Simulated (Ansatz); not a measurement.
Compressing MnNi3: a fit and a missing row

MnNi3, Pm-3m, a = 3.504 Å. The structure is a COD entry; whether it is the stable form wasn't checked. Ansatz: PBEsol, PAW, 420 eV, Γ-centred 12×12×12 mesh on 4 atoms, Gaussian smearing 0.10 eV; collinear spin, largest moment 3.0 μB. Symmetry fixes shape and atoms, so the cell is only scaled; pressure is positive in compression.

| V (Å³/atom) | P (GPa) |
| --- | --- |
| 10.114 | 14.85 |
| 10.437 | ? |
| 10.760 | 0.00 |
| 11.083 | -5.67 |
| 11.405 | -10.39 |

Task: Take V0 = 10.760 Å³/atom, fit the third-order Birch–Murnaghan form to the other rows, and predict the missing pressure.

Result: With the Eulerian strain f = ½[(V0/V)^(2/3) − 1] and y = P/[3f(1 + 2f)^(5/2)], the form is the line y = B0 + 1.5 B0 (B0′ − 4) f. Rows (f, y): 0.02107, 211.9; -0.00976, 203.4; -0.01903, 200.5. Means f = -0.002573, y = 205.27; Σ(Δf)² = 0.0008815, ΣΔfΔy = 0.2487; the slope is their ratio. y = 206.0 + 282.1 f GPa, so B0 = 206.0 GPa and B0′ = 4 + 2 × (282.1)/(3 × 206.0) = 4.91. At V = 10.437, f = 0.01026, y = 208.89 and P = 6.76 GPa. The run gave 6.77 GPa, so the fit is 0.01 GPa too low, a small miss on the scale of the series.

Only parallel moments were tried here.